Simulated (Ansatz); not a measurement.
The start is a generated cell, Nb placed in the beta-Sn structure type. The structure is fully relaxed (lattice and positions, P = 0) with r2SCAN (plane waves to 500 eV, PAW, scalar-relativistic; Ansatz, an electronic-structure program). The first steps use a coarse 13×13×13 k-mesh.

Input geometry:
```
CELL_PARAMETERS angstrom
     -2.58581     2.58581     1.41085
      2.58581    -2.58581     1.41085
      2.58581     2.58581    -1.41085
ATOMIC_POSITIONS crystal
  Nb 0.75000 0.25000 0.50000
  Nb 0.00000 0.00000 0.00000
```

**Question.** By how much does the energy per atom fall from start to end?

**Answer.** Under 0.01 eV/atom.

**Question.** Write out the relaxed structure.

**Answer.** 
Space group I4₁/amd, origin choice 1 (No. 141); a = b = 5.1829 Å, c = 2.8301 Å, α = β = γ = 90.00°

```json
[
 {"atom": "Nb", "site": "4a", "symmetry": "-4m2", "x": "0.0000", "y": "0.0000", "z": "0.0000"}
]
```
(The calculation used a cell of 2 atoms; values per cell refer to that cell.)

The space group stays I4₁/amd (No. 141) (the run could not lower it); the end is AFLOW prototype A_tI4_141_a (A5, as in Sn), with 2 atoms in the primitive cell. Final values are on a 19×19×19 k-mesh of the relaxed cell. No spin polarisation in the result.

The run could not lose the symmetry of its start: the end is stationary, and may be a saddle point rather than a minimum.

All atoms sit on sites fixed by symmetry, so only the cell could relax.

The relaxed structure here is a generated cell of Nb: the first start was made by placing the elements on the sites of a structure type, and the end was not matched to a known phase here, so it may be hypothetical. Known forms of Nb include space group No. 229.
